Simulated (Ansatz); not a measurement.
Rh (fcc (Cu type), Fm-3m) under volume change, plane-wave PAW r²SCAN (Ansatz code), scaled uniformly.

| V (Å³/atom) | E − E(relaxed) (meV/atom) | P (GPa) |
|---|---|---|
| 12.483 | ___ | ___ |
| 12.895 | 49.4 | 20.50 |
| 13.306 | 11.6 | 9.31 |
| 13.718 | 0.0 | 0.00 |
| 14.129 | ___ | ___ |
| 14.541 | 38.6 | -14.15 |
| 14.952 | 82.0 | -19.45 |

Q: What belongs in the gaps?

A: 
- 14.129, E − E(relaxed) (meV/atom): 10.2
- 14.129, P (GPa): -7.74
- 12.483, E − E(relaxed) (meV/atom): 118.8
- 12.483, P (GPa): 33.93

Q: What does a third-order Birch–Murnaghan fit give for V₀, B₀ and B′?

A: V₀ = 13.72 Å³/atom, B₀ = 282 GPa, B′ = 5.2.

The cell was relaxed with r²SCAN under the symmetry of its start. No spin polarisation was allowed. Scalar-relativistic: spin–orbit coupling is off unless named, which matters more the heavier the elements.

Potentials: the earlier of the program's two PAW sets.
